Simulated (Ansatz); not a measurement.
Given:

CuI:
Space group R-3m, hexagonal axes (No. 166); a = b = 4.2984 Å, c = 19.6040 Å, α = β = 90.00°, γ = 120.00°

| atom | site | symmetry | x | y | z |
|---|---|---|---|---|---|
| Cu | 6c | 3m | 0.0000 | 0.0000 | 0.1263 |
| I | 3a | -3m | 0.0000 | 0.0000 | 0.0000 |
| I | 3b | -3m | 0.0000 | 0.0000 | 0.5000 |
(The calculation used a cell of 4 atoms; values per cell refer to that cell.)

This is the LDA-relaxed structure.

All from plane-wave PAW LDA (Ansatz code), unless another level is named. Estimate the electronic character.

no gap, with almost no states at the Fermi level (zero-gap or semimetallic).

And the formation energy from the elements (no fitted shifts)?

0.17 eV/atom.

The first step of the workflow began from a Materials Project structure, measured or hypothetical; the Crystallography Open Database copy checked does not list it. It is not the phase usual at ambient conditions (space group No. 216). The cell was relaxed with LDA under the symmetry of its start; phonons show weakly imaginary modes. No spin polarisation was allowed. Its formation energy is positive at this level, so the cell may be metastable or incomplete. A small band overlap can be real or an error of a semilocal functional. The references are the lowest solids computed at this level, not always the standard phases. Scalar-relativistic: spin–orbit coupling is off unless named, which matters more the heavier the elements.

Potentials: the later of the program's two PAW sets.
